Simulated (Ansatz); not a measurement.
Input for Ansatz (plane-wave DFT, PAW):

```yaml
crystal:
  lattice:
    - [-1.8854452568, 1.8854452568, 6.4596292293]
    - [1.8854452568, -1.8854452568, 6.4596292293]
    - [1.8854452568, 1.8854452568, -6.4596292293]
  atoms:
    - { symbol: Tl, position: [0.0, 0.0, 0.0] }
    - { symbol: Ni, position: [0.75, 0.25, 0.5] }
    - { symbol: Ni, position: [0.25, 0.75, 0.5] }
    - { symbol: S, position: [0.3440286461, 0.3440286461, 0.0] }
    - { symbol: S, position: [0.6559713539, 0.6559713539, 0.0] }
basis:
  ecutwfc: 420
kpoints:
  mp_grid: { grid: [14, 14, 14] }
hamiltonian:
  xc: pbesol
scf:
  occupations: { method: gaussian, width: 0.1 }
output:
  forces: true
  stress: true
  eigenvalues: true
relax:
  adjacent_minimum: "off"
  f_tol: 0.01
  max_steps: 30
  cell: { stress_tol: 0.1, fix: [volume] }
```

Run as
```bash
ansatz run input.yaml --threads 2 --pin off --max-ram 5120MiB --backend cpu --events-out ev --progress --plain --runs-dir out
```

Computed with DFT PBEsol, scalar-relativistic, plane waves, PAW (Ansatz 0.2.0).

Part of what the program printed, abridged:

```
Pseudopotentials: kind: paw
Pseudopotential: Tl, paw, valence charge 13, recommended cutoff 420 eV (normal)
Pseudopotential: Ni, paw, valence charge 18, recommended cutoff 420 eV (normal)
Pseudopotential: S, paw, valence charge 6, recommended cutoff 420 eV (normal)
Functional definition: PBEsol
Crystal: 5 atoms, lattice volume = 91.853 Å³
Basis set: ecut = 420 eV, 1809 PW (Γ), FFT grids on a1+a3, a2+a3, a3, exchange–correlation on 54×54×96 points (8 copies of the dense FFT grid, shifted against one another)
Bands: 37, of which v1, the nominal top of the filled ones, is band 31 counted from 1 (30 counted from 0)
Symmetry: 16 space group operations
Space group: I4/mmm (ITA 139), of the structure as read, at distance tolerance 4.5e-5 Å
k-points: 244 of 2744
Initial density: superposition of atomic densities (neutral atoms: chi_scale 0, normalization atom), corrected by the library's trained network
Initial wavefunctions: pseudopotential atomic-orbital guess
Functional: x = pbesol(κ = 0.804, μ = 0.12345679), c = pbesol(β = 0.046)
SCF iter   1: F=—  HF=-24677.244171 eV  |F-HF|=—  |Δ(HF+E_count)|=         —  Δρ=1.01e-2  dr2=6.52e-2  ethr=1.77e-3  ⟨swp⟩=5.9  Hψ=35251  notcnv=0
SCF iter   2: F=—  HF=-24677.232017 eV  |F-HF|=—  |Δ(HF+E_count)|=   1.22e-2  Δρ=3.10e-3  dr2=1.10e-2  ethr=1.07e-4  ⟨swp⟩=2.2  Hψ=14675  notcnv=0  defer=107
SCF iter   3: F=—  HF=-24677.229723 eV  |F-HF|=—  |Δ(HF+E_count)|=   2.29e-3  Δρ=1.14e-3  dr2=2.27e-3  ethr=1.81e-5  ⟨swp⟩=2.4  Hψ=13518  notcnv=0  defer=107
SCF iter   4: F=—  HF=-24677.229258 eV  |F-HF|=—  |Δ(HF+E_count)|=   4.65e-4  Δρ=2.96e-4  dr2=1.94e-4  ethr=3.73e-6  ⟨swp⟩=2.0  Hψ=13255  notcnv=0  defer=108
SCF iter   5: F=—  HF=-24677.229234 eV  |F-HF|=—  |Δ(HF+E_count)|=   2.41e-5  Δρ=8.32e-5  dr2=1.88e-5  ethr=3.19e-7  ⟨swp⟩=2.3  Hψ=11960  notcnv=0  defer=108
SCF iter   6: F=—  HF=-24677.229244 eV  |F-HF|=—  |Δ(HF+E_count)|=   1.02e-5  Δρ=6.63e-5  dr2=6.75e-6  ethr=3.07e-8  ⟨swp⟩=2.7  Hψ=14208  notcnv=0  defer=109
SCF iter   7: F=—  HF=-24677.229243 eV  |F-HF|=—  |Δ(HF+E_count)|=   9.01e-7  Δρ=1.15e-5  dr2=9.72e-8  ethr=1.64e-10  ⟨swp⟩=8.3  Hψ=43506  notcnv=0
SCF iter   8: F=-24677.229243 eV  HF=-24677.229243 eV  |F-HF|=1.53e-8  |Δ(HF+E_count)|=   2.21e-9  Δρ=6.87e-6  dr2=4.59e-8  ethr=1.59e-10  ⟨swp⟩=4.1  Hψ=32226  notcnv=0
SCF 1 converged in 8 iterations: F = -24677.229243 eV  dr2 = 4.59e-8
relax step   1: F+E_penalty+E_count = -24677.22924313 eV  Δ(F+E_penalty+E_count) = +0.000e0 eV  max|allowed force component| = 2.927e-1 eV/Å  Δτ_max = 0.0000 Å  P = -3.829 GPa  Ω = 91.853 Å³  fix = [volume]  reactions: volume -3.829 GPa (8 SCF iters, dr2 threshold 1.00e-7 eV, accepted)
Basis set: ecut = 420 eV, 1817 PW (Γ), FFT grids on a1+a3, a2+a3, a3, exchange–correlation on 54×54×96 points (8 copies of the dense FFT grid, shifted against one another)
Initial density: handed on by an earlier stage of this run
Initial wavefunctions: those handed on with the density
SCF iter   1: F=—  HF=-24677.235856 eV  |F-HF|=—  |Δ(HF+E_count)|=         —  Δρ=1.47e-3  dr2=2.07e-3  ethr=3.20e-6  ⟨swp⟩=2.0  Hψ=40690  notcnv=0
SCF iter   2: F=—  HF=-24677.235688 eV  |F-HF|=—  |Δ(HF+E_count)|=   1.68e-4  Δρ=4.40e-4  dr2=3.62e-4  ethr=3.20e-6  ⟨swp⟩=1.0  Hψ=9028  notcnv=0
SCF iter   3: F=—  HF=-24677.235637 eV  |F-HF|=—  |Δ(HF+E_count)|=   5.06e-5  Δρ=3.04e-4  dr2=1.40e-4  ethr=5.93e-7  ⟨swp⟩=2.2  Hψ=10713  notcnv=0
SCF iter   4: F=—  HF=-24677.235622 eV  |F-HF|=—  |Δ(HF+E_count)|=   1.54e-5  Δρ=7.98e-5  dr2=1.67e-5  ethr=2.30e-7  ⟨swp⟩=1.9  Hψ=9683  notcnv=0
SCF iter   5: F=—  HF=-24677.235617 eV  |F-HF|=—  |Δ(HF+E_count)|=   4.49e-6  Δρ=3.77e-5  dr2=9.14e-7  ethr=2.74e-8  ⟨swp⟩=2.0  Hψ=12538  notcnv=0
SCF iter   6: F=-24677.235617 eV  HF=-24677.235618 eV  |F-HF|=1.97e-7  |Δ(HF+E_count)|=   1.05e-7  Δρ=1.09e-5  dr2=3.09e-7  ethr=8.20e-10  ⟨swp⟩=5.6  Hψ=38925  notcnv=0
SCF 2 converged in 6 iterations: F = -24677.235617 eV  dr2 = 3.09e-7
relax step   2: F+E_penalty+E_count = -24677.23561733 eV  Δ(F+E_penalty+E_count) = -6.374e-3 eV  max|allowed force component| = 1.583e-1 eV/Å  Δτ_max = 0.0127 Å  P = -3.329 GPa  Ω = 91.853 Å³  energy of the carried Pulay correction = -9.037e-18 eV  fix = [volume]  reactions: volume -3.329 GPa (6 SCF iters, dr2 threshold 5.00e-7 eV, accepted)
Basis set: ecut = 420 eV, 1825 PW (Γ), FFT grids on a1+a3, a2+a3, a3, exchange–correlation on 54×54×96 points (8 copies of the dense FFT grid, shifted against one another)
SCF iter   1: F=—  HF=-24677.238755 eV  |F-HF|=—  |Δ(HF+E_count)|=         —  Δρ=1.90e-3  dr2=3.57e-3  ethr=5.44e-6  ⟨swp⟩=2.0  Hψ=40819  notcnv=0
SCF iter   2: F=—  HF=-24677.238471 eV  |F-HF|=—  |Δ(HF+E_count)|=   2.84e-4  Δρ=5.60e-4  dr2=6.44e-4  ethr=5.44e-6  ⟨swp⟩=1.0  Hψ=9028  notcnv=0
SCF iter   3: F=—  HF=-24677.238366 eV  |F-HF|=—  |Δ(HF+E_count)|=   1.06e-4  Δρ=3.97e-4  dr2=2.52e-4  ethr=1.06e-6  ⟨swp⟩=2.1  Hψ=10417  notcnv=0
SCF iter   4: F=—  HF=-24677.238348 eV  |F-HF|=—  |Δ(HF+E_count)|=   1.76e-5  Δρ=1.15e-4  dr2=3.23e-5  ethr=4.13e-7  ⟨swp⟩=1.9  Hψ=9782  notcnv=0
SCF iter   5: F=—  HF=-24677.238339 eV  |F-HF|=—  |Δ(HF+E_count)|=   8.57e-6  Δρ=5.60e-5  dr2=1.79e-6  ethr=5.29e-8  ⟨swp⟩=2.0  Hψ=12967  notcnv=0
SCF iter   6: F=—  HF=-24677.238340 eV  |F-HF|=—  |Δ(HF+E_count)|=   1.46e-7  Δρ=1.41e-5  dr2=5.17e-7  ethr=8.20e-10  ⟨swp⟩=6.7  Hψ=39965  notcnv=0
SCF iter   7: F=-24677.238340 eV  HF=-24677.238340 eV  |F-HF|=2.00e-8  |Δ(HF+E_count)|=   7.08e-8  Δρ=8.20e-6  dr2=3.65e-8  ethr=8.20e-10  ⟨swp⟩=4.1  Hψ=28036  notcnv=0
SCF 3 converged in 7 iterations: F = -24677.238340 eV  dr2 = 3.65e-8
relax step   3: F+E_penalty+E_count = -24677.23833951 eV  Δ(F+E_penalty+E_count) = -2.722e-3 eV  max|allowed force component| = 1.098e-2 eV/Å  Δτ_max = 0.0155 Å  P = -2.678 GPa  Ω = 91.853 Å³  energy of the carried Pulay correction = -3.012e-18 eV  fix = [volume]  reactions: volume -2.678 GPa (7 SCF iters, dr2 threshold 5.00e-7 eV, accepted)
SCF iter   1: F=—  HF=-24677.238345 eV  |F-HF|=—  |Δ(HF+E_count)|=         —  Δρ=6.26e-5  dr2=1.39e-6  ethr=2.23e-9  ⟨swp⟩=3.2  Hψ=46030  notcnv=0
SCF iter   2: F=—  HF=-24677.238354 eV  |F-HF|=—  |Δ(HF+E_count)|=   9.37e-6  Δρ=2.91e-5  dr2=4.73e-7  ethr=2.23e-9  ⟨swp⟩=1.0  Hψ=9028  notcnv=0
SCF iter   3: F=—  HF=-24677.238354 eV  |F-HF|=—  |Δ(HF+E_count)|=   1.18e-7  Δρ=6.22e-6  dr2=1.19e-7  ethr=7.75e-10  ⟨swp⟩=1.0  Hψ=9028  notcnv=0
SCF iter   4: F=—  HF=-24677.238354 eV  |F-HF|=—  |Δ(HF+E_count)|=   1.48e-8  Δρ=3.17e-6  dr2=3.01e-8  ethr=1.96e-10  ⟨swp⟩=1.1  Hψ=9166  notcnv=0
SCF iter   5: F=-24677.238354 eV  HF=-24677.238354 eV  |F-HF|=2.49e-9  |Δ(HF+E_count)|=   7.11e-9  Δρ=1.25e-6  dr2=3.24e-9  ethr=4.93e-11  ⟨swp⟩=2.0  Hψ=12068  notcnv=0
SCF iter   6: F=-24677.238354 eV  HF=-24677.238354 eV  |F-HF|=7.28e-11  |Δ(HF+E_count)|=  4.58e-10  Δρ=4.28e-7  dr2=1.52e-10  ethr=5.32e-12  ⟨swp⟩=2.5  Hψ=29501  notcnv=0
SCF 4 converged in 6 iterations: F = -24677.238354 eV  dr2 = 1.52e-10
relax step   4: F+E_penalty+E_count = -24677.23835424 eV  Δ(F+E_penalty+E_count) = -1.474e-5 eV  max|allowed force component| = 6.310e-3 eV/Å  Δτ_max = 0.0004 Å  P = -2.690 GPa  Ω = 91.853 Å³  energy of the carried Pulay correction = -9.037e-18 eV  fix = [volume]  reactions: volume -2.690 GPa (6 SCF iters, dr2 threshold 7.53e-9 eV, accepted)
Initial wavefunctions: pseudopotential atomic-orbital guess (no wavefunctions were taken with the density)
SCF iter   1: F=—  HF=-24677.238218 eV  |F-HF|=—  |Δ(HF+E_count)|=         —  Δρ=1.76e-4  dr2=6.02e-7  ethr=3.48e-7  ⟨swp⟩=3.0  Hψ=56330  notcnv=0
SCF iter   2: F=—  HF=-24677.238317 eV  |F-HF|=—  |Δ(HF+E_count)|=   9.87e-5  Δρ=8.94e-5  dr2=1.60e-7  ethr=9.87e-10  ⟨swp⟩=2.0  Hψ=15959  notcnv=0
SCF iter   3: F=—  HF=-24677.238341 eV  |F-HF|=—  |Δ(HF+E_count)|=   2.41e-5  Δρ=6.04e-6  dr2=1.20e-8  ethr=2.62e-10  ⟨swp⟩=2.0  Hψ=12257  notcnv=0
SCF iter   4: F=—  HF=-24677.238341 eV  |F-HF|=—  |Δ(HF+E_count)|=   3.52e-8  Δρ=7.47e-7  dr2=2.59e-10  ethr=1.97e-11  ⟨swp⟩=2.0  Hψ=11338  notcnv=0
SCF iter   5: F=-24677.238341 eV  HF=-24677.238341 eV  |F-HF|=7.28e-12  |Δ(HF+E_count)|=  1.09e-11  Δρ=1.61e-7  dr2=4.69e-11  ethr=1.00e-12  ⟨swp⟩=2.7  Hψ=15444  notcnv=0
SCF iter   6: F=-24677.238341 eV  HF=-24677.238341 eV  |F-HF|=7.28e-12  |Δ(HF+E_count)|=  2.18e-11  Δρ=4.25e-8  dr2=5.34e-12  ethr=1.00e-12  ⟨swp⟩=2.3  Hψ=26917  notcnv=0
SCF 5 converged in 6 iterations: F = -24677.238341 eV  dr2 = 5.34e-12
SCF converged after 6 iterations
Free energy (F): -24677.238341 eV
Harris-Foulkes:  -24677.238341 eV  (|F-HF|=7.28e-12)
Internal energy: -24677.216163 eV  (E = F + TS)
E sigma→0 (E₀):  -24677.227252 eV
Entropy (-TS):   -0.022177 eV (-4.435 meV/atom)
Fermi energy:    10.427529 eV
--- Per-component energies (eV) ---
  E_band       = -809.434327
  E_kinetic    = 1114.020356
  E_local      = -12566.780245  (includes V_loc(G=0)·N_el)
  E_nonlocal   = 1659.673369
  E_hartree    = 5429.975231
  E_xc         = -589.747599
  E_vxc        = -535.160224  (∫ρ·V_xc dr)
  E_paw        = -14381.438104  (= ΣΔE_a)
  E_vpaw       = -1341.139081  (= ΣTr[D̂ρ^β])
  E_aug_tail   = 0.000963  (compensation charges beyond the density's cutoff)
  E_ewald      = -5343.476877
  E_core_change = 0.556741  (= ΣΔE_core)
  E_smearing   = -0.022177  (= −TS)
--- Forces (eV/Å), atoms counted from 1 ---
  atom   1  Tl     0.00000000     0.00000000     0.00000000
  atom   2  Ni     0.00000000     0.00000000     0.00000000
  atom   3  Ni     0.00000000     0.00000000     0.00000000
  atom   4  S      0.00000000     0.00000000     0.00633061
  atom   5  S      0.00000000     0.00000000    -0.00633061
--- Stress (GPa, compression-positive) ---
       -2.697980       0.000000       0.000000
        0.000000      -2.697980       0.000000
        0.000000       0.000000      -2.671715
  P = ⅓ Tr σ = -2.6892 GPa (-26.892 kbar)
--- Band table (eV; the first three rows and the last of 244) ---
  k-point 0: bands = ["-92.6434", "-92.6337", "-53.2429", "-53.2429", "-53.1954", "-53.1882", "-53.1882", "-53.1839", "-4.5622", "-3.2631", "-1.1498", "-1.0330", "-0.9155", "-0.9155", "-0.8602", "2.7425", "4.9320", "5.4848", "5.4848", "5.9851", "5.9851", "6.1998", "7.0808", "8.6440", "9.0331", "9.0604", "9.3577", "9.3577", "9.7545", "11.0165", "11.1313", "11.1313", "12.3462", "14.6257", "15.4015", "15.4295", "15.7740"]
  k-point 1: bands = ["-92.6432", "-92.6339", "-53.2432", "-53.2400", "-53.1951", "-53.1913", "-53.1880", "-53.1842", "-4.5025", "-3.2598", "-1.1331", "-1.0238", "-0.9209", "-0.9101", "-0.8691", "2.8361", "4.9456", "5.1915", "5.4965", "5.8439", "5.9853", "6.4123", "7.1301", "8.6243", "8.9771", "9.0009", "9.2098", "9.2136", "9.8340", "10.9582", "11.0186", "11.2193", "12.5722", "14.7864", "14.9101", "15.0771", "16.0955"]
  k-point 2: bands = ["-92.6425", "-92.6346", "-53.2442", "-53.2317", "-53.1998", "-53.1943", "-53.1873", "-53.1849", "-4.3316", "-3.2491", "-1.0852", "-1.0002", "-0.9362", "-0.9007", "-0.8942", "3.1091", "4.7217", "4.9961", "5.4693", "5.5245", "6.0032", "6.6550", "7.2792", "8.5756", "8.8371", "8.8584", "8.8738", "8.9689", "9.9187", "10.5290", "10.9419", "11.2813", "13.1177", "14.1192", "14.5828", "15.6576", "16.3129"]
  k-point 243: bands = ["-92.6434", "-92.6337", "-53.2429", "-53.2429", "-53.1954", "-53.1882", "-53.1882", "-53.1839", "-4.4713", "-3.4097", "-1.1503", "-1.0306", "-0.9157", "-0.9157", "-0.8601", "2.8917", "4.6610", "5.5588", "5.5588", "5.8968", "5.8968", "6.6990", "7.0804", "8.6466", "9.0331", "9.1560", "9.2970", "9.2970", "9.7545", "10.9216", "11.3797", "11.3797", "11.5544", "14.3033", "14.5281", "15.0088", "15.0088"]
--- Relaxed structure (4 steps of the walk, 4 accepted, 1 SCFs on fresh bases) ---
  F+E_penalty+E_count = -24677.23834072 eV   max|allowed force component| = 6.331e-3 eV/Å   (the final SCF, on the basis selected at the relaxed cell)
  cell:  # Å, volume = 91.8534 Å³
    - [-1.87806705, 1.87806705, 6.51048372]
    - [1.87806705, -1.87806705, 6.51048372]
    - [1.87806705, 1.87806705, -6.51048372]
  atoms:
    - { symbol: Tl, position: [0.0, 0.0, 0.0] }
    - { symbol: Ni, position: [0.75, 0.24999999, 0.49999999] }
    - { symbol: Ni, position: [0.24999999, 0.75000000, 0.50000000] }
    - { symbol: S, position: [0.34187373, 0.34187373, 0.0] }
    - { symbol: S, position: [0.65812626, 0.65812626, 0.0] }
```

The relaxation met its thresholds.

It took 58 s on 2 threads of Intel(R) Xeon(R) 6975P-C (Granite Rapids), with other jobs on the host, peak memory 0.88 GiB.

Spin–orbit coupling is left out, which can shift energies with elements as heavy as these. Spin polarisation was left out, and a magnetic state may lie lower.